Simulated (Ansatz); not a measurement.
Relaxed Si (diamond):

```yaml
crystal:
  lattice:
    - [0.00000, 2.73515, 2.73515]
    - [2.73515, 0.00000, 2.73515]
    - [2.73515, 2.73515, 0.00000]
  atoms:
    - { symbol: Si, position: [0.50000, 0.50000, 0.50000] }
    - { symbol: Si, position: [0.75000, 0.75000, 0.75000] }
```

Scan: atom 2 (Si, nearest neighbour Si at 2.369 Å; its periodic images, 3.9 Å or more away, move with it) is displaced along Cartesian [110], direction (0.707, 0.707, 0.000) in Cartesian axes, by s. The other atoms stay.

Method: PBE (plane waves to 420 eV, PAW, scalar-relativistic; Ansatz, a quantum-chemistry and plane-wave program). k mesh 8×8×8 (Γ-centred), Fermi-Dirac smearing 0.05 eV. The energy includes the smearing's −TS. As the smearing reaches across the gap at some points, energies and forces of such displacements shift with the k mesh and the smearing. Si was relaxed with its symmetry unable to fall. ΔE is measured from the undisplaced structure. The last digit holds for this mesh only.

```csv
s (Å),ΔE (meV/cell)
-0.240,withheld
-0.192,237.6
-0.144,134.2
-0.096,60.0
-0.048,15.0
0.000,0.0
0.048,15.0
0.096,60.0
0.144,134.2
0.192,237.6
0.240,withheld
```

Fit an even polynomial form (powers 2, 4) to the given rows and predict ΔE at s = -0.240.

Least squares on the 9 given rows: ΔE = (6516)·s² + (-1933)·s⁴, in meV/cell with s in Å; root-mean-square residual 0.07 meV/cell. At -0.240 the fit gives 368.9 meV/cell; the calculation gives 367.3 meV/cell, so the extrapolation is off by 1.6 (+0.4 %). The quadratic term alone would give 375.3 meV/cell.

(For displaced atoms, the force is minus the slope of the energy, and its curvature is a force constant, which sets phonon frequencies.)
